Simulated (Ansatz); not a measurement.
Se:
```cif
data_Se18
_chemical_formula_sum 'Se18'
_space_group_name_H-M_alt 'R-3 :H'
_space_group_IT_number 148
_space_group_name_Hall '-R 3'
_cell_length_a 10.70121
_cell_length_b 10.70121
_cell_length_c 4.57316
_cell_angle_alpha 90.000
_cell_angle_beta 90.000
_cell_angle_gamma 120.000
loop_
_atom_site_label
_atom_site_type_symbol
_atom_site_symmetry_multiplicity
_atom_site_Wyckoff_symbol
_atom_site_fract_x
_atom_site_fract_y
_atom_site_fract_z
_atom_site_occupancy
Se1 Se 18 f 0.04099 0.21722 0.12603 1
```
(The calculation used a cell of 6 atoms; values per cell refer to that cell.)

Relaxed at zero pressure with plane-wave PAW PBEsol (Ansatz code).

### Question
The volume is lowered by 6 % and shape and atoms relax at that volume. What pressure results, and how do the axes share the change?

### Answer
1.1 GPa; a -0.5 %, b -0.5 %, c -5.1 %; the energy rises by 5 meV/atom.

### Question
Give the new structure.

### Answer

Space group R-3, hexagonal axes (No. 148); a = b = 10.6485 Å, c = 4.3414 Å, α = β = 90.00°, γ = 120.00°

| atom | site | symmetry | x | y | z |
|---|---|---|---|---|---|
| Se | 18f | 1 | 0.0397 | 0.2178 | 0.1361 |

The phase is kept; no other phase was compared at this pressure.

The first step of the workflow began from a Materials Project structure, measured or hypothetical; the Crystallography Open Database files this formula in space group No. 148, but the cells were not matched. It is not the phase usual at ambient conditions (space group No. 152). Symmetry was held in the PBEsol relaxation; its stability against distortions is not shown here. A crystal of weakly bound molecules computed without a dispersion correction: the cell and the soft elastic constants depend strongly on that.

Potentials: the later of the program's two PAW sets.
